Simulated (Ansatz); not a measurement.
Au (fcc, Cu type)

```
Au
1.0
    4.15726     0.00000     0.00000
    0.00000     4.15726     0.00000
    0.00000     0.00000     4.15726
Au
4
Cartesian
  0.00000   0.00000   0.00000
  2.07863   2.07863   0.00000
  2.07863   0.00000   2.07863
  0.00000   2.07863   2.07863
```

Scan: atom 3 (Au, nearest neighbour Au at 2.940 Å; its periodic images, 4.2 Å or more away, move with it) is displaced along Cartesian z, direction (0.000, 0.000, 1.000) in Cartesian axes, by s. The other atoms stay.

Computed with PBE (plane waves to 420 eV, PAW, scalar-relativistic; Ansatz, a quantum-chemistry and plane-wave program). k mesh 9×9×9 (Γ-centred), Fermi-Dirac smearing 0.05 eV. Energies are smeared free energies. With partly filled bands, energies and forces of such displacements shift with the k mesh and the smearing. Au was relaxed with its symmetry unable to fall. Spin-orbit coupling is left out, though Au is heavy. The PAW data are Ansatz's earlier set. ΔE is measured from the undisplaced structure.

```csv
s (Å),ΔE (meV/cell)
-0.290,239
-0.232,?
-0.174,?
-0.116,36
-0.058,9
0.000,0
0.058,9
0.116,36
0.174,?
0.232,?
0.290,239
```

Q: Fill in the missing entries.

A: 
- -0.232, ΔE (meV/cell): 150
- -0.174, ΔE (meV/cell): 83
- 0.174, ΔE (meV/cell): 83
- 0.232, ΔE (meV/cell): 150

(For displaced atoms, the force is minus the slope of the energy, and its curvature is a force constant, which sets phonon frequencies.)
